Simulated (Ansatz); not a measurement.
Space group Immm (No. 71). a = 3.401 Å, b = 4.288 Å, c = 11.826 Å, α = 90.00°, β = 90.00°, γ = 90.00°
```tsv
atom	site	symmetry	x	y	z
Sc	2d	mmm	0.0000	0.5000	0.0000
Sc	4i	mm2	0.0000	0.0000	0.8116
Co	2b	mmm	0.5000	0.0000	0.0000
C	8l	m..	0.0000	0.8309	0.6226
```

Equation of state of this Sc₃CoC₄ structure (not necessarily the ground state), with shape and atoms relaxed at each volume where symmetry leaves them free. It has no gap at any of these volumes. These are results of Ansatz, DFT PBEsol, scalar-relativistic, plane waves, PAW, not measurements.

Settings: cutoff 420 eV, Γ-centred mesh 14×14×14 on the computed 8-atom cell, Gaussian smearing of 0.10 eV; no spin polarisation.

```tsv
V (Å³/atom)	E − E(largest V) (meV/atom)	P (GPa)
10.133	4.91	13.72
10.457	-15.11	6.32
10.780	-21.30	0.00
11.104	-15.68	-5.40
11.427	0.00	-9.99
```

Question: Fit a third-order Birch–Murnaghan equation to E(V).

Answer: V0 = 10.78 Å³/atom, B0 = 195 GPa, B0' = 4.3.

Spin polarisation was left out, and a magnetic state may lie lower.